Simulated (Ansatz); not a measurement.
The calculation used Ansatz 0.2.0, DFT PBE, scalar-relativistic, plane waves, PAW. Settings: cutoff 420 eV, Γ-centred meshes spaced at most about 0.3 Å⁻¹, and about 0.25 Å⁻¹ or finer for metals (2π included), Gaussian smearing. Collinear spin in cells that started with moments and kept them past the coarse steps, no spin elsewhere.

Temperature and zero-point effects are left out.

Two forms of Sc2TaF3 were relaxed alike.

1. (no spin)

```
Sc Ta F
1.0
     2.04595   -7.62160    0.00000
     2.04595    7.62160    0.00000
     0.00000    0.00000    2.98289
Sc Ta F
2 1 3
Direct
  0.65065 0.34935 0.50000
  0.34935 0.65065 0.50000
  0.00000 0.00000 0.00000
  0.21040 0.78960 0.50000
  0.78960 0.21040 0.50000
  0.50000 0.50000 0.00000
```

2. (site moments Ta 0.9 μB)

```
Sc Ta F
1.0
     4.20347    0.00000    0.00000
    -2.10174    3.64032    0.00000
     0.00000    0.00000    7.72208
Sc Ta F
2 1 3
Direct
  0.00000 0.00000 0.34247
  0.00000 0.00000 0.65753
  0.00000 0.00000 0.00000
  0.50000 0.00000 0.50000
  0.00000 0.50000 0.50000
  0.50000 0.50000 0.50000
```

Question: Which would you expect to be lower, and how large is the difference?

Answer: Cell 1 is lower, by 1.10 eV/atom. Cell 1 has space group Cmmm (No. 65), 15.5 Å³/atom and no gap on its mesh; cell 2 has space group P6/mmm (No. 191), 19.7 Å³/atom and no gap. Counting F atoms around Sc and Ta (those within 1.25 times the shortest such distance or 1.15 times the sum of covalent radii; a plus sign parts nearer from farther groups; the shortest distance is added where it is long for a bond), cell 1 has Sc 3, Ta 2 and cell 2 has Sc 6, Ta 12+12 from 4.4 Å. Their magnetic states differ too. The denser one is the lower, and pressure would at first widen the difference. Both come from invented guesses.

These runs have no spin–orbit coupling, which can matter for Ta. Another magnetic order may lie lower. Cells relaxed within their symmetry can be saddle points.
